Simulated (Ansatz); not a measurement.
Trial structure of HfCoH4, not yet relaxed:

```yaml
crystal:
  lattice:
    - [4.59592, 0.00000, 0.00000]
    - [-2.29796, 3.98018, 0.00000]
    - [0.00000, 0.00000, 3.44410]
  atoms:
    - { symbol: Hf, position: [0.00000, 0.00000, 0.00000] }
    - { symbol: Co, position: [0.33333, 0.66667, 0.00000] }
    - { symbol: H, position: [0.66667, 0.33333, 0.00000] }
    - { symbol: H, position: [0.99629, 0.49815, 0.50000] }
    - { symbol: H, position: [0.50185, 0.49815, 0.50000] }
    - { symbol: H, position: [0.50185, 0.00371, 0.50000] }
```

Method: DFT PBE, scalar-relativistic, plane waves, PAW in Ansatz. Plane waves to 420 eV, a k mesh through Γ of 6×6×6 on the computed 6-atom cell and Gaussian smearing (0.10 eV); collinear spin from starting moments 0.0 3.0 0.0 0.0 0.0 0.0 μB.

The zero of energy is the elements' standard structures at the same level (H₂ as a molecule); no fitted shifts are applied.

Q: What does a single point on this coarse mesh give?

A: The pressure is -22.5 GPa (the mean over three directions, positive in compression), the largest force is 0.78 eV/Å, and the energy is +0.75 eV/atom against the elements. The shortest distance is 2.16 Å.

Q: Is it a good guess?

A: A rough one: relaxing gains about 0.36 eV/atom (the start's value is from the coarse mesh, so the gain is rough) in 14 ionic steps and ends at +0.40 eV/atom on the finer mesh. The symmetry stays P-6m2 (No. 187). The volume per atom shrinks by 27.3 %, from 10.5 to 7.6 Å³. The shortest distance goes from 2.16 Å (H–H) to 1.79 Å (Co–H). The ratio c/a of the conventional cell changes by a factor of 0.85. Conventional cell: a = 4.368 Å, c = 2.771 Å. Around Hf lie 3 Co at 2.52 Å, 15 H at 2.52–2.59 Å and 2 Hf at 2.77 Å; Co is surrounded by 6 H at 1.79 Å, 3 Hf at 2.52 Å and 3 H at 2.52 Å; H on a site of symmetry -6m2 has 6 H at 1.96 Å, 3 Hf at 2.52 Å and 3 Co at 2.52 Å; 1 more site not described.

The last run used a 12×12×14 mesh (in the run's order of axes) for its 6-atom cell and Gaussian smearing of 0.10 eV. These runs have no spin–orbit coupling, which can matter for Hf. With hydrogen, zero-point motion can shift formation energies by some tens of meV/atom. Trial moments died out on the coarse mesh, so the last step has no spin; another magnetic start might hold. The relaxation can't lower the symmetry of the start, and the grade says only how near the guess is to its own end. Symmetry constrained the relaxation, so the result can be a saddle point.
